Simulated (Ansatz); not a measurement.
Polymorphs of GaP, each relaxed with DFT-r²SCAN in the program Ansatz with PAW potentials:

A: rock salt (Fm-3m)
a = b = c = 5.1189 Å, α = β = γ = 90.00°

```json
[
 {"atom": "Ga", "site": "4a", "symmetry": "m-3m", "x": "0.0000", "y": "0.0000", "z": "0.0000"},
 {"atom": "P", "site": "4b", "symmetry": "m-3m", "x": "0.5000", "y": "0.5000", "z": "0.5000"}
]
```

B: zinc blende (F-43m)
a = 5.452 Å, b = 5.452 Å, c = 5.452 Å, α = 90.00°, β = 90.00°, γ = 90.00°

```csv
atom,site,symmetry,x,y,z
Ga,4a,-43m,0.0000,0.0000,0.0000
P,4c,-43m,0.2500,0.2500,0.2500
```

Order them by energy per atom at 0 K (lowest first) at the level r²SCAN.

B (+0 meV/atom), A (+496 meV/atom)

Give each one's gap.

A no gap; B 1.85 eV.

Typed or built starts, not in the databases checked: A. Not the usual ambient phase: A. All cells were relaxed under the symmetry of their starts (and spin orders); stability against distortions was not tested throughout. Spin–orbit coupling is left out wherever it is not named.

Energies hold the estimated change up to a 700 eV cutoff; steps of a few meV lie near the error of the meshes.

Potentials: the earlier of the program's two PAW sets.
